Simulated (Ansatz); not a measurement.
Input:

HfO2 (tetragonal-ZrO2 type, space group P4_2/nmc)

```
CELL_PARAMETERS angstrom
      3.57698     0.00000     0.00000
      0.00000     3.57698     0.00000
      0.00000     0.00000     5.20360
ATOMIC_POSITIONS crystal
  Hf 0.00000 0.00000 0.00000
  Hf 0.50000 0.50000 0.50000
  O  0.00000 0.50000 0.19607
  O  0.00000 0.50000 0.69607
  O  0.50000 0.00000 0.30393
  O  0.50000 0.00000 0.80393
```

This relaxed cell (volume V₀) is scaled evenly in all directions, its shape held. The atoms relax within the cell's symmetry.

The numbers are results of r2SCAN (plane waves to 500 eV, PAW, scalar-relativistic; Ansatz, an electronic-structure program), not measurements. k mesh 9×9×7 (Γ-centred), Fermi-Dirac smearing 0.05 eV. Energies are smeared free energies. Compression counts positive. With the shape held, the modulus is that of even scaling; a crystal free to change shape is softer. HfO2 is run without spin polarisation. HfO2 was relaxed with its symmetry unable to fall. Spin-orbit coupling is left out, though Hf is heavy. The PAW data are Ansatz's earlier set. This is a high-temperature form of HfO2. ΔE is measured from the relaxed starting cell.

The scan covers V/V₀ from 0.940 to 1.060 in 13 points.

**Question.** What bulk modulus at fixed cell shape B₀ follows from a third-order Birch-Murnaghan fit?

**Answer.** 209 GPa.

**Question.** What is the fitted pressure derivative B₀′?

**Answer.** 4.8.

(A scan under strain: stresses follow from slopes of the energy per volume, elastic moduli from its curvatures.)
